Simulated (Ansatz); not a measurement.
Mo:
Space group Fd-3m, origin choice 1 (No. 227); a = 5.6875 Å, b = 5.6875 Å, c = 5.6875 Å, α = 90.00°, β = 90.00°, γ = 90.00°

| atom | site | symmetry | x | y | z |
|---|---|---|---|---|---|
| Mo | 8b | -43m | 0.5000 | 0.5000 | 0.5000 |
(The calculation used a cell of 2 atoms; values per cell refer to that cell.)

Relaxed with PBE.

Q: Which orbitals make up the states near the Fermi level in the program Ansatz at the PBE level (PAW)?

A: Within 0.5 eV of the Fermi level: Mo 4d 84 %, Mo 5s 12 %. Projections are on Löwdin-orthogonalised atomic valence shells; empty p or d shells of many metals are not among them.

Q: Tabulate the density of states.

A: States/eV per cell of 2 atoms, in 0.25 eV bins, energy from the Fermi level.

```tsv
E (eV)	total	Mo 4d	Mo 5s	Mo 4p
-4.95	0.00	0.00	0.00	0.00
-4.70	0.05	0.00	0.05	0.00
-4.45	0.13	0.00	0.12	0.00
-4.20	0.18	0.00	0.17	0.00
-3.95	0.23	0.01	0.21	0.00
-3.70	0.29	0.02	0.26	0.00
-3.45	0.38	0.04	0.31	0.01
-3.20	3.60	3.13	0.42	0.01
-2.95	4.55	3.90	0.59	0.03
-2.70	4.46	3.96	0.45	0.03
-2.45	1.88	1.75	0.11	0.01
-2.20	1.24	1.21	0.03	0.00
-1.95	2.61	2.54	0.05	0.01
-1.70	3.95	3.41	0.50	0.02
-1.45	6.27	5.48	0.71	0.04
-1.20	5.45	4.78	0.59	0.04
-0.95	3.37	2.98	0.34	0.03
-0.70	3.06	2.81	0.19	0.03
-0.45	3.47	3.07	0.32	0.04
-0.20	2.08	1.82	0.21	0.03
0.05	2.75	2.38	0.26	0.04
0.30	3.88	3.13	0.56	0.06
0.55	2.02	1.55	0.32	0.02
0.80	1.29	1.10	0.11	0.01
1.05	1.56	1.44	0.04	0.02
1.30	2.45	2.27	0.07	0.03
1.55	2.18	1.98	0.09	0.02
1.80	1.61	1.46	0.07	0.02
2.05	2.19	1.81	0.25	0.02
2.30	2.18	1.66	0.35	0.02
2.55	0.73	0.41	0.18	0.01
2.80	1.31	0.96	0.18	0.01
3.05	1.61	1.26	0.16	0.01
3.30	1.94	1.58	0.16	0.01
3.55	2.33	1.93	0.19	0.01
3.80	1.89	1.57	0.16	0.01
4.05	2.01	1.78	0.13	0.01
4.30	3.11	2.82	0.18	0.01
4.55	4.48	3.77	0.51	0.01
```

The start of the workflow was typed in or built on a structure type; neither database checked (COD, Materials Project) lists it. It is not the phase usual at ambient conditions (space group No. 229). Symmetry was held in the PBE relaxation; whether a distortion lowers the energy is not shown. No spin polarisation was allowed. Scalar-relativistic: spin–orbit coupling is off unless named, which matters more the heavier the elements.

Potentials: the later of the program's two PAW sets.
